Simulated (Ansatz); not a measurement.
SnO (zinc blende, F-43m) at seven volumes, the program Ansatz at the PBEsol level (PAW), scaled uniformly. One row is withheld.

| V (Å³/atom) | P (GPa) |
|---|---|
| 17.679 | 7.52 |
| 18.262 | 4.61 |
| 18.845 | ? |
| 19.428 | 0.00 |
| 20.011 | -1.84 |
| 20.594 | -3.45 |
| 21.177 | -4.86 |

Question: Fit the shown pressures and predict the withheld one.

Answer: P = (3/2)B₀(x^(7/2) − x^(5/2))[1 + (3/4)(B′ − 4)(x − 1)] with x = (V₀/V)^(2/3). Least squares on the six rows gives V₀ = 19.428 Å³/atom, B₀ = 66.4 GPa, B′ = 3.84. At V = 18.845, x = 1.0205 and P = 2.14 GPa. The run itself gave 2.12 GPa.

The start of the workflow was typed in or built on a structure type; neither database checked (COD, Materials Project) lists it. It is not the phase usual at ambient conditions (space group No. 129). The PBEsol relaxation kept the symmetry of its start. At this level the phase is mechanically unstable. The volume moved by 16 % from the start of the relaxation. Scalar-relativistic: spin–orbit coupling is off unless named, which matters more the heavier the elements.

Potentials: the later of the program's two PAW sets.
